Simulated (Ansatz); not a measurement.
Hf$_{3}$Cu$_{4}$Ge$_{2}$:
```cif
data_Cu4Ge2Hf3
_chemical_formula_sum 'Hf3 Cu4 Ge2'
_space_group_name_H-M_alt 'P-62m'
_space_group_IT_number 189
_space_group_name_Hall 'P -6 -2'
_cell_length_a 6.33752
_cell_length_b 6.33752
_cell_length_c 3.98247
_cell_angle_alpha 90.000
_cell_angle_beta 90.000
_cell_angle_gamma 120.000
loop_
_atom_site_label
_atom_site_type_symbol
_atom_site_symmetry_multiplicity
_atom_site_Wyckoff_symbol
_atom_site_fract_x
_atom_site_fract_y
_atom_site_fract_z
_atom_site_occupancy
Hf1 Hf 3 g 0.41015 0.41015 0.50000 1
Cu1 Cu 1 b 0.00000 0.00000 0.50000 1
Cu2 Cu 3 f 0.00000 0.23924 0.00000 1
Ge1 Ge 2 c 0.33333 0.66667 0.00000 1
```

Relaxed with r²SCAN.

Q: Which orbitals make up the states near the Fermi level in the program Ansatz at the r²SCAN level (PAW)?

A: Within 0.5 eV of the Fermi level: Hf 5d 65 %, Cu 3d 13 %, Ge 4p 8 %, outside the projected shells 7 %. Projections are on Löwdin-orthogonalised atomic valence shells; empty p or d shells of many metals are not among them.

Q: Tabulate the density of states.

A: States/eV per cell of 9 atoms, in 0.25 eV bins, energy from the Fermi level.

| E (eV) | total | Cu 3d | Hf 5d | Ge 4p |
|---|---|---|---|---|
| -7.85 | 0.19 | 0.00 | 0.01 | 0.04 |
| -7.60 | 0.61 | 0.02 | 0.05 | 0.12 |
| -7.35 | 1.13 | 0.04 | 0.11 | 0.19 |
| -7.10 | 1.33 | 0.06 | 0.18 | 0.22 |
| -6.85 | 1.56 | 0.08 | 0.25 | 0.28 |
| -6.60 | 2.25 | 0.14 | 0.44 | 0.44 |
| -6.35 | 1.43 | 0.12 | 0.29 | 0.38 |
| -6.10 | 2.09 | 0.26 | 0.41 | 0.74 |
| -5.85 | 3.59 | 0.58 | 0.72 | 1.25 |
| -5.60 | 3.95 | 0.87 | 0.83 | 1.22 |
| -5.35 | 4.88 | 1.45 | 0.96 | 1.25 |
| -5.10 | 5.05 | 2.36 | 0.81 | 0.82 |
| -4.85 | 5.57 | 3.55 | 0.57 | 0.78 |
| -4.60 | 12.30 | 8.72 | 1.20 | 1.29 |
| -4.35 | 16.89 | 14.48 | 1.11 | 0.66 |
| -4.10 | 18.07 | 14.68 | 1.38 | 1.47 |
| -3.85 | 20.03 | 15.25 | 1.80 | 2.36 |
| -3.60 | 11.24 | 9.37 | 0.75 | 0.68 |
| -3.35 | 30.52 | 27.20 | 1.56 | 0.91 |
| -3.10 | 22.35 | 19.59 | 1.32 | 0.76 |
| -2.85 | 14.31 | 11.88 | 1.10 | 0.80 |
| -2.60 | 8.65 | 6.09 | 1.01 | 0.90 |
| -2.35 | 8.34 | 5.02 | 1.44 | 1.15 |
| -2.10 | 6.34 | 3.04 | 1.61 | 1.09 |
| -1.85 | 7.08 | 2.45 | 2.28 | 1.39 |
| -1.60 | 5.48 | 1.67 | 1.78 | 1.15 |
| -1.35 | 5.32 | 1.47 | 1.98 | 1.02 |
| -1.10 | 6.18 | 1.50 | 2.78 | 0.99 |
| -0.85 | 4.84 | 0.99 | 2.57 | 0.57 |
| -0.60 | 3.76 | 0.62 | 2.23 | 0.32 |
| -0.35 | 2.75 | 0.42 | 1.71 | 0.22 |
| -0.10 | 2.31 | 0.32 | 1.48 | 0.16 |
| 0.15 | 2.92 | 0.36 | 1.92 | 0.24 |
| 0.40 | 2.98 | 0.31 | 2.04 | 0.24 |
| 0.65 | 3.45 | 0.32 | 2.53 | 0.21 |
| 0.90 | 3.81 | 0.33 | 2.77 | 0.24 |
| 1.15 | 7.67 | 0.60 | 5.62 | 0.38 |
| 1.40 | 6.31 | 0.49 | 4.69 | 0.30 |
| 1.65 | 3.73 | 0.26 | 2.75 | 0.13 |
| 1.90 | 2.18 | 0.11 | 1.67 | 0.11 |
| 2.15 | 3.01 | 0.14 | 2.25 | 0.19 |
| 2.40 | 5.51 | 0.26 | 4.07 | 0.25 |
| 2.65 | 6.64 | 0.27 | 4.72 | 0.32 |
| 2.90 | 5.48 | 0.16 | 3.91 | 0.26 |
| 3.15 | 6.45 | 0.21 | 4.05 | 0.40 |
| 3.40 | 4.19 | 0.12 | 2.35 | 0.41 |
| 3.65 | 2.89 | 0.07 | 1.60 | 0.33 |
| 3.90 | 4.50 | 0.10 | 2.37 | 0.55 |
| 4.15 | 4.69 | 0.09 | 2.48 | 0.52 |
| 4.40 | 5.72 | 0.08 | 3.04 | 0.63 |
| 4.65 | 5.66 | 0.07 | 3.16 | 0.69 |

The first step of the workflow began from a Materials Project structure, measured or hypothetical; the Crystallography Open Database copy checked does not list it. Its standing as an ambient phase is unchecked. The r²SCAN relaxation kept the symmetry of its start; whether a distortion lowers the energy is not shown. No spin polarisation was allowed. Scalar-relativistic: spin–orbit coupling is off unless named, which matters more the heavier the elements.

Potentials: the later of the program's two PAW sets.
